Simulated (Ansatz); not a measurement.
## Ansatz 0.2.0, relaxation: BaGa$_{2}$Ir$_{2}$

Input:

```yaml
crystal:
  lattice:
    - [0.0, 4.35183902, 0.0]
    - [4.35183902, 0.0, 0.0]
    - [2.17591951, 2.17591951, -6.30767908]
  atoms:
    - { symbol: Ir, position: [0.75, 0.25, 0.5], spin: 1, spin_axis: [0.87933, -0.47523, 0.03074] }
    - { symbol: Ir, position: [0.25, 0.75, 0.5], spin: 1, spin_axis: [-0.12348, 0.8351, 0.53605] }
    - { symbol: Ga, position: [0.375, 0.375, 0.25] }
    - { symbol: Ga, position: [0.625, 0.625, 0.75] }
    - { symbol: Ba, position: [0.0, 0.0, 0.0] }
  symmetry: { tolerance: 0.0003 }
kpoints:
  mp_grid: { grid: [5, 5, 5], shift: [0, 0, 0] }
magnetization:
  noncollinear: true
  spin_orbit: false
scf:
  occupations: { method: fermi_dirac, width: 0.0319 }
  lower_state_search: "off"
hamiltonian:
  pseudopotentials: { kind: paw }
  xc: pbesol
basis:
  ecutwfc: 420
  fft_grid_basis: typed
relax:
  max_steps: 80
  cell: { p_target: 0.0 }
output:
  forces: true
  stress: true
  eigenvalues: true
  bader: true
  populations: true
  elf: true
  write_potential: true
  volumetric_format: npy
  dos:
    e_range: [-12, 8]
    de: 0.05
    projected: { site_lists: { Ba: [Ba], Ga: [Ga], Ir: [Ir] } }
    method: { smearing: { sigma: 0.1, scheme: gaussian } }
checkpoint:
  read: saved_state
```

The command:

```bash
ansatz run input.yaml --threads 2 --pin off --max-ram 3584MiB --backend cpu --events-out ev --progress --plain --runs-dir out
```

Origin of the cell: a known structure type with other elements, at an estimated volume, so it need not be a known compound.

The saved state is a converged single point of the same cell.

Steps («new basis» is an SCF on plane waves selected anew at the same cell):

| step | ΔF (meV/atom) | max force component (eV/Å) | P (GPa) | volume (Å³) | SCF iterations | step was |
| --- | --- | --- | --- | --- | --- | --- |
| 1 | 0.0 | 2.182 | -15.77 | 119.46 | 15 | accepted |
| 2 | -281.2 | 0.406 | -2.98 | 104.92 | 10 | accepted |
| 3 | -323.4 | 0.148 | 0.83 | 101.50 | 11 | accepted |
| 4 | -349.6 | 0.101 | -0.11 | 100.41 | 8 | accepted |
| 5 | -351.0 | 0.041 | 1.17 | 97.39 | 9 | accepted |
| 6 | -352.4 | 0.021 | -0.20 | 99.36 | 8 | accepted |
| 7 | -352.5 | 0.010 | -0.04 | 99.05 | 7 | accepted |
| 8 | -352.5 | 0.000 | 0.00 | 99.05 | 5 | accepted |
| 9 | -351.8 | 0.000 | 0.00 | 99.05 | 7 | new basis |

Step 1, with forces in eV/Å:

```xyz
5
Lattice="0.000 4.352 0.000 4.352 0.000 0.000 2.176 2.176 -6.308" Properties=species:S:1:pos:R:3:forces:R:3 pbc="T T T" step=1
Ir    2.176    4.352   -3.154    0.000    0.000    0.000
Ir    4.352    2.176   -3.154    0.000    0.000    0.000
Ga    2.176    2.176   -1.577    0.000    0.000   -2.182
Ga    4.352    4.352   -4.731    0.000    0.000    2.182
Ba    0.000    0.000    0.000    0.000    0.000    0.000
```

Step 2, with forces in eV/Å:

```xyz
5
Lattice="0.000 4.183 0.000 4.183 0.000 0.000 2.091 2.091 -5.997" Properties=species:S:1:pos:R:3:forces:R:3 pbc="T T T" step=2
Ir    2.091    4.183   -2.998    0.000    0.000    0.000
Ir    4.183    2.091   -2.998    0.000    0.000    0.000
Ga    2.091    2.091   -1.649    0.000    0.000   -0.406
Ga    4.183    4.183   -4.347    0.000    0.000    0.406
Ba    0.000    0.000    0.000    0.000    0.000    0.000
```

Step 3, with forces in eV/Å:

```xyz
5
Lattice="0.000 4.225 0.000 4.225 0.000 0.000 2.112 2.112 -5.687" Properties=species:S:1:pos:R:3:forces:R:3 pbc="T T T" step=3
Ir    2.112    4.225   -2.843    0.000    0.000    0.000
Ir    4.225    2.112   -2.843    0.000    0.000    0.000
Ga    2.112    2.112   -1.593    0.000    0.000    0.148
Ga    4.225    4.225   -4.094    0.000    0.000   -0.148
Ba    0.000    0.000    0.000    0.000    0.000    0.000
```

Step 4, with forces in eV/Å:

```xyz
5
Lattice="0.000 4.321 0.000 4.321 0.000 0.000 2.160 2.160 -5.379" Properties=species:S:1:pos:R:3:forces:R:3 pbc="T T T" step=4
Ir    2.160    4.321   -2.689    0.000    0.000    0.000
Ir    4.321    2.160   -2.689    0.000    0.000    0.000
Ga    2.160    2.160   -1.494    0.000    0.000    0.101
Ga    4.321    4.321   -3.885    0.000    0.000   -0.101
Ba    0.000    0.000    0.000    0.000    0.000    0.000
```

Step 5, with forces in eV/Å:

```xyz
5
Lattice="0.000 4.338 0.000 4.338 0.000 0.000 2.169 2.169 -5.175" Properties=species:S:1:pos:R:3:forces:R:3 pbc="T T T" step=5
Ir    2.169    4.338   -2.588    0.000    0.000    0.000
Ir    4.338    2.169   -2.588    0.000    0.000    0.000
Ga    2.169    2.169   -1.390    0.000    0.000   -0.041
Ga    4.338    4.338   -3.785    0.000    0.000    0.041
Ba    0.000    0.000    0.000    0.000    0.000    0.000
```

Step 6, with forces in eV/Å:

```xyz
5
Lattice="0.000 4.349 0.000 4.349 0.000 0.000 2.174 2.174 -5.254" Properties=species:S:1:pos:R:3:forces:R:3 pbc="T T T" step=6
Ir    2.174    4.349   -2.627    0.000    0.000    0.000
Ir    4.349    2.174   -2.627    0.000    0.000    0.000
Ga    2.174    2.174   -1.439    0.000    0.000    0.021
Ga    4.349    4.349   -3.815    0.000    0.000   -0.021
Ba    0.000    0.000    0.000    0.000    0.000    0.000
```

Step 9, with forces in eV/Å:

```xyz
5
Lattice="0.000 4.344 0.000 4.344 0.000 0.000 2.172 2.172 -5.248" Properties=species:S:1:pos:R:3:forces:R:3 pbc="T T T" step=9
Ir    2.172    4.344   -2.624    0.000    0.000    0.000
Ir    4.344    2.172   -2.624    0.000    0.000    0.000
Ga    2.172    2.172   -1.431    0.000    0.000    0.000
Ga    4.344    4.344   -3.817    0.000    0.000    0.000
Ba    0.000    0.000    0.000    0.000    0.000    0.000
```

```yaml
Free_energy_lowered_by: 351.8 meV/atom
Volume_change: -17.09 %
Final_pressure: 0.00 GPa
Relaxation_steps_listed: 9
Formation_energy_elements_under_the_same_functional_gases_as_molecules_uncorrected: -0.472 eV/atom
Gap_on_the_mesh: none (metal)
```

Caveats: a starting moment was lost; no moments, though an odd count or open d shells may carry them; no spin-orbit coupling, though heavy elements are present; the k mesh is coarse if the cell is a metal; the relaxation held the start's symmetry, so the end may be a saddle point.

The run took 5.8 min on 2 threads of Arm Neoverse V1, on a shared host, peak memory 0.81 GiB, from a saved density.
